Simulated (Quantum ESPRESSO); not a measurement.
# Planted mistakes on one cell of Mo4O2S6

These are calculations, not measurements. They come from pw.x of Quantum ESPRESSO 7.5, a plane-wave density functional program, with PseudoDojo standard norm-conserving files (v0.5 for PBE, v0.4.1 for LDA and PBEsol). The cells are made up: elements, strain and atom displacements were drawn at random, and nothing was relaxed. There is no spin polarisation, spin-orbit coupling or dispersion term.

The cell has 12 sites of a 2H layered lattice (rectangular cell). Sites 1 to 4 hold Mo Mo Mo Mo; sites 5 to 12 hold O S S S S S O S. Cell vectors in Å: (3.186, -0.010, -0.016); (-0.017, 5.438, -0.007); (-0.063, -0.016, 12.855). Settings: PBE, cutoff 1143 eV, 7 x 4 x 2 k mesh shifted by half a step, Fermi-Dirac smearing of 0.025 eV.

The intended run has a self-consistency threshold of 1e-07 eV, a smearing term of 0.000 eV, a pressure of -11.90 GPa and 21 iterations. Each further run changes one thing: all lengths scaled by 0.9807; atoms of sites 5 and 10 exchanged; cutoff 592 eV; files of LDA; k mesh 2 x 2 x 2; one electron removed; smearing 0.4 eV; threshold 0.7 eV. A coarse mesh keeps the shift, and a charged cell sits in a uniform background.

| run | change of free energy (eV) | smearing term -TS (eV) | change of P (GPa) | largest change of a force component (eV/Å) | iterations |
| --- | --- | --- | --- | --- | --- |
| A | -0.693 | 0.000 | 6.61 | 1.032 | 24 |
| B | -0.523 | -1.984 | 1.23 | 0.341 | 24 |
| C | 0.630 | 0.000 | 1.09 | 4.490 | 25 |
| D | -1.009 | 0.000 | -0.78 | 0.469 | 23 |
| E | 8.063 | 0.000 | -22.78 | 0.114 | 22 |
| F | -17.049 | 0.000 | -6.88 | 0.490 | 21 |
| G | -8.245 | -0.013 | -10.21 | 0.196 | 25 |
| H | 0.445 | 0.000 | -5.31 | 0.463 | 7 |

A rerun of the intended cell at 1437 eV and k mesh 9 x 6 x 4 moved values by no more than 0.003 eV in the cell's energy, 0.02 GPa in stress and 0.002 eV/Å in force.

Question: which change belongs to which run?

## Worked reading

Run H has the fewest iterations, as a run stopped early does. Run B has the largest smearing term, as wide smearing gives. Run E has a higher energy and the largest fall in pressure, as too small a basis gives. Run A changes the volume by a factor of 0.9432; minus its pressure change over the logarithm of that factor, 113 GPa, is a rough bulk modulus with clamped atoms. Energies from files of another functional, or of a charged cell, have another zero and say nothing on stability; the pressure of a charged cell rests on the program's zero of potential too.

## Key

```
run                             change
  A       all lengths scaled by 0.9807
  B                    smearing 0.4 eV
  C  atoms of sites 5 and 10 exchanged
  D                   k mesh 2 x 2 x 2
  E                      cutoff 592 eV
  F                       files of LDA
  G               one electron removed
  H                   threshold 0.7 eV
```